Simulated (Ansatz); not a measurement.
The elements of this relaxed trial crystal are hidden behind letters.

```
lattice vectors (Å)
   4.7091    0.0000    0.0000
  -2.3545    4.0782    0.0000
   0.0000    0.0000    7.7570
fractional positions
X 0.0000 0.0000 0.0000
X 0.6667 0.3333 0.5000
Z 0.3333 0.6667 0.5000
Z 0.6667 0.3333 0.8570
Z 0.6667 0.3333 0.1430
Q 0.0000 0.0000 0.5000
```

These are results of DFT PBE, scalar-relativistic, plane waves, PAW (Ansatz 0.2.0), not measurements. The final run on the 6-atom cell used 420 eV, a Γ-centred 12×12×6 mesh, 0.10 eV smearing and no spin polarisation.

* Space group: P-6m2 (No. 187)
* Conventional cell: a = 4.709 Å, c = 7.757 Å
* Volume per atom: 24.83 Å³
* Density: 3.10 g/cm³
* Energy over the elements: +0.10 eV/atom
* Gap on the 12×12×6 mesh of the 6-atom cell: 0 eV (a metal)

Energies are uncorrected and count from the elements' standard states at the same level.

Task: X is a d-block element of period 5, Z is a p-block element of period 3 and Q is a p-block element of period 2. Which elements are they?

Result: X = Y, Z = Si, Q = O, so the formula is Y2Si3O. Density times volume gives a mean mass of 3.10 × 24.83/1.6605 = 46.4 u per atom, and this set has 46.3 u. Around Y on its first site lie 6 Si at 2.94 Å; Si on a site of symmetry -6m2 is surrounded by 3 O at 2.72 Å and 3 Y at 2.72 Å; O is surrounded by 3 Si at 2.72 Å and 3 Y at 2.72 Å; 2 more sites not described. Other sets within the hints have nearly the same mass, so mass alone doesn't settle it; this one was computed.

Symmetry constrained the relaxation, so the result can be a saddle point. Another cell of Y2Si3O relaxed alike, in C2/m, lies 1.19 eV/atom lower, so this cell isn't the stable form at this level.
